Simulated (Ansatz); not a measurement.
SnSe:
Space group Pnma (No. 62); a = 11.5122 Å, b = 4.1743 Å, c = 4.3709 Å, α = β = γ = 90.00°

| atom | site | symmetry | x | y | z |
|---|---|---|---|---|---|
| Sn | 4c | .m. | 0.1187 | 0.7500 | 0.0924 |
| Se | 4c | .m. | 0.1426 | 0.2500 | 0.5226 |

Relaxed with plane-wave PAW PBE+D3(BJ) (Ansatz code). Indices refer to the conventional cell of Pnma, a = 11.5122 Å, b = 4.1743 Å, c = 4.3709 Å, α = 90.00°, β = 90.00°, γ = 90.00°.

Question: Simulate the powder diffraction pattern (Cu Kα, λ = 1.54184 Å; lines above 1 %) up to 2θ = 90°.

Answer: Simulated powder pattern, Cu Kα, λ = 1.54184 Å (kinematic, ideal powder, no thermal factors, no anomalous dispersion; the 30 strongest lines at most, above 1 %, up to 2θ = 90°):

| 2θ (°) | d (Å) | I/Imax (%) | hkl |
|---|---|---|---|
| 25.59 | 3.481 | 14 | (201) |
| 26.37 | 3.379 | 7.2 | (210) |
| 29.59 | 3.019 | 19 | (011) |
| 30.62 | 2.920 | 100 | (111) |
| 31.07 | 2.878 | 52 | (400) |
| 37.92 | 2.373 | 43 | (311) |
| 37.97 | 2.369 | 4.7 | (410) |
| 41.31 | 2.185 | 10 | (002) |
| 42.08 | 2.147 | 10 | (102) |
| 43.35 | 2.087 | 22 | (020) |
| 43.44 | 2.083 | 13 | (411) |
| 47.63 | 1.909 | 7.6 | (112) |
| 47.90 | 1.899 | 7.8 | (302) |
| 49.81 | 1.831 | 26 | (511) |
| 52.58 | 1.741 | 8.6 | (402) |
| 54.29 | 1.690 | 21 | (420) |
| 61.43 | 1.509 | 6.1 | (022) |
| 62.01 | 1.497 | 6.4 | (122) |
| 62.70 | 1.482 | 5.5 | (512) |
| 64.53 | 1.444 | 5.2 | (711) |
| 64.79 | 1.439 | 4.5 | (800) |
| 66.57 | 1.405 | 5.6 | (322) |
| 68.17 | 1.376 | 6.5 | (013) |
| 70.44 | 1.337 | 7.1 | (422) |
| 71.65 | 1.317 | 8.3 | (131) |
| 75.93 | 1.253 | 5.4 | (331) |
| 76.80 | 1.241 | 8.7 | (413) |
| 81.19 | 1.185 | 4.7 | (820) |
| 81.77 | 1.178 | 4.9 | (911) |
| 84.28 | 1.149 | 5.7 | (531) |

The cell was relaxed with PBE+D3(BJ) under the symmetry of its start. Spin–orbit coupling is left out wherever it is not named.

Potentials: the earlier of the program's two PAW sets.
